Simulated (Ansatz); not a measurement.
## How far is PAW off for TiC?

```
CELL_PARAMETERS angstrom
0.00000 2.16400 2.16400
2.16400 0.00000 2.16400
2.16400 2.16400 0.00000
ATOMIC_POSITIONS crystal
Ti 0.00000 0.00000 0.00000
C 0.50000 0.50000 0.50000
```

Atoms are numbered in the order listed.

The cell comes from COD entry 9012564, which wasn't checked; take it as a given geometry.

Levels of theory: DFT, PBEsol, PAW with Ansatz's default frozen-core files, scalar-relativistic (Ansatz 0.2.0); DFT, PBEsol, all-electron PAW with datasets made for the crystal, scalar-relativistic (Ansatz 0.2.0); DFT, PBEsol, all-electron LAPW, scalar-relativistic (Ansatz 0.2.0).

For PAW: a Γ-centred 16×16×16 k mesh, Fermi–Dirac smearing of 0.03 eV, cutoff 420 eV, no spin polarisation; the PAW files were made with PBE, and the program remakes their frozen cores for this functional. The crystal-made all-electron datasets (AE datasets) take a cutoff of 340 eV at this cell. LAPW targets a basis error of 1 meV/atom. The Ansatz runs share mesh, smearing and spin set-up. Plane-wave (PAW) pressures include the program's estimate of the Pulay term.

Stress and pressure are positive in compression.

Levels count from the Fermi level.

```csv
quantity,PAW,AE datasets,LAPW
pressure (GPa),-6.16,-6.19,-6.20
highest filled level at X (eV),-0.010,-0.010,-0.010
lowest empty level at X (eV),2.775,2.773,2.772
highest filled level at W (eV),-2.700,-2.699,-2.699
lowest empty level at W (eV),2.821,2.821,2.821
highest filled level at Γ (eV),-12.373,-12.372,-12.372
lowest empty level at Γ (eV),0.685,0.684,0.684
```

PAW's pressure differs from the LAPW value by +0.03 GPa. Datasets made for the crystal and LAPW share parts of one code, so their agreement isn't an independent check.
